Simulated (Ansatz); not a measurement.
## Stress against strain in Ti

```
CELL_PARAMETERS angstrom
-1.64100 1.64100 1.64100
1.64100 -1.64100 1.64100
1.64100 1.64100 -1.64100
ATOMIC_POSITIONS crystal
Ti 0.00000 0.00000 0.00000
```

The conventional cell has a = 3.282 Å, b = 3.282 Å, c = 3.282 Å, α = 90.00°, β = 90.00°, γ = 90.00°. Ti (atom 1) is surrounded by 8 Ti at 2.84 Å.

The geometry is COD entry 9012924, unchecked; take it as a test cell.

Theory: DFT, PBEsol, all-electron LAPW, scalar-relativistic in Ansatz 0.2.0.

Sampling and basis: a Γ-centred 14×14×14 k mesh, Fermi–Dirac smearing of 0.05 eV, basis error target 0.25 meV/atom, no spin polarisation.

The strain is applied along the Cartesian axes of the cell as listed (the other components stay zero). Fractional coordinates are held (clamped ions).

σ is the change of stress from the unstrained cell, which is at -6.66 GPa; tension is positive, so slopes are stress–strain coefficients at that pressure. In a metal the k mesh adds noise.

Only quantities that a quadratic follows smoothly over the whole series are listed; rougher ones are left out.

```
εxx = εyy  σzz (GPa)  σxx (GPa)
  -0.0300      -6.52      -5.89
  -0.0200      -4.19      -3.75
  -0.0100      -2.04      -1.78
   0.0000       0.00       0.00
   0.0200       3.71       3.11
   0.0300       5.35       4.46
```

Fit the series and read off the stiffness at zero strain.

Least-squares fits y = p0 + p1 x + p2 x² to the rows give σzz (GPa): p1 = 198, p2 = -650; σxx (GPa): p1 = 172, p2 = -800. So 2 C12 = 198 GPa and C11 + C12 = 172 GPa.

One run, at εxx = εyy = 0.0100, is withheld. Predict its row.

The fits give 1.92, 1.65; the run gave 1.93, 1.62.
